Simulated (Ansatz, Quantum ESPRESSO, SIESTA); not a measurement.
# GeCN2: programs and potentials compared

```xyz
4
Lattice="1.7938 1.0356 4.9220 -1.7938 1.0356 4.9220 0.0000 -2.0713 4.9220" Properties=species:S:1:pos:R:3 pbc="T T T"
Ge    0.0000    0.0000    0.0000
N     0.0000    0.0000    8.6219
N     0.0000    0.0000    6.1440
C     0.0000    0.0000    7.3829
```

The cell comes from a database or a generator and needn't be the stable form of this composition.

Alike in all runs: task band structure; functional LDA; k mesh 9 × 9 × 9; occupations fermi-dirac, width 0.05 eV; no spin polarisation; no spin-orbit coupling. LDA stands for any of its common fits. Pressure is positive in compression and, in plane waves, holds the error of the finite cutoff, which Ansatz's Pulay term estimates and takes out. Gaps are the smaller of the mesh's and the band path's.

```csv
program and potentials,plane-wave cutoff (eV),notes,band gap (eV),pressure (GPa),largest force (eV/Å)
"Ansatz, Ansatz PAW",420,"potentials made for PBE, which Ansatz adapts in part",?,?,?
"SIESTA, files PseudoDojo sr-lda-0.4.1-standard, DZP (energy shift 0.003 Ry; two zetas on semicore shells)",-,atomic basis,0.96,-1.74,1.606
"Ansatz, all-electron LAPW, scalar-relativistic",-,-,0.97,-6.63,0.322
"Quantum ESPRESSO, GBRV 1.5 LDA",612,-,0.92,-6.60,0.240
```

Task: Estimate from the other rows what the run with Ansatz, Ansatz PAW gave.

Result: Band gap 0.92 eV; pressure -6.66 GPa; largest force 0.332 eV/Å. Its pressure holds a Pulay term of +0.58 GPa. The other rows, which needn't bracket it: band gap 0.92 to 0.97; pressure -6.63 to -1.74; largest force 0.240 to 1.606.
